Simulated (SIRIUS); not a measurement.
Consider a self-consistent single point of Au (Cmcm, 4 atoms in the cell; from Materials Project mp-1008634, changed as shown).

```xyz
4
Lattice="2.7662 0.0000 0.0000 0.0000 5.0096 0.0000 0.0000 0.0000 4.7953" Properties=species:S:1:pos:R:3 pbc="T T T"
Au     0.0000     1.6766     3.5965
Au     1.3831     0.8282     1.1988
Au     1.3831     4.1814     3.5965
Au     0.0000     3.3331     1.1988
```

Level of theory: LDA (PW92), GBRV LDA ultrasoft pseudopotentials (plane waves; SIRIUS).

SIRIUS settings:

| key | value |
|---|---|
| parameters.ngridk | 8 6 6 |
| parameters.xc_functionals | [XC_LDA_X, XC_LDA_C_PW] |
| parameters.gk_cutoff | 6.325 1/bohr |
| parameters.pw_cutoff | 14.143 1/bohr |
| parameters.smearing | fermi_dirac |
| parameters.smearing_width | 0.00367493 Ha |
| potentials | GBRV LDA ultrasoft pseudopotentials |
| parameters.electronic_structure_method | pseudopotential |
| parameters.num_bands | 26 |
| parameters.num_mag_dims | 0 |
| parameters.num_dft_iter | 100 |
| parameters.energy_tol | 1e-07 Ha |
| parameters.density_tol | 1e-06 |
| mixer.type | anderson |
| mixer.beta | 0.5 |
| mixer.use_hartree | false |

Results:

- Number of valence electrons: 44
- Number of bands: 26
- Number of k-points after the program's reduction: 80
- Number of plane waves (most at a k-point): 1936
- Number of SCF iterations: 31
- FFT grid: 27 × 45 × 45
- Free energy E − TS: -6255.1671 eV
- Fermi level (on the code's own zero): 15.94 eV
- Pressure: -0.42 GPa
- Largest force (vector length): 0.016 eV/Å

Forces (eV/Å):
```json
[
 {"atom": "Au1", "Fx": "0.000", "Fy": "0.016", "Fz": "0.000"},
 {"atom": "Au2", "Fx": "0.000", "Fy": "-0.016", "Fz": "0.000"},
 {"atom": "Au3", "Fx": "0.000", "Fy": "0.016", "Fz": "0.000"},
 {"atom": "Au4", "Fx": "0.000", "Fy": "-0.016", "Fz": "0.000"}
]
```

Stress (GPa, positive for compression):
```
 0.32   0.00   0.00
 0.00  -1.00   0.00
 0.00   0.00  -0.58
```

For comparison: a first run was changed to give this one (lattice scaled by 0.98), and from it to this one the free energy goes down by 36.2 meV/atom, the pressure goes from -10.10 to -0.42 GPa and the largest force goes from 0.002 to 0.016 eV/Å.

The structure comes from a collection of computed structures, made at another level of theory; the collection holds predicted forms beside known ones. No clean gap shows at this smearing width and mesh (spacing up to 0.28 Å⁻¹); the mesh is coarse for partly filled bands, so the values carry mesh errors.

Cost on one core: very roughly 3 core-minutes.
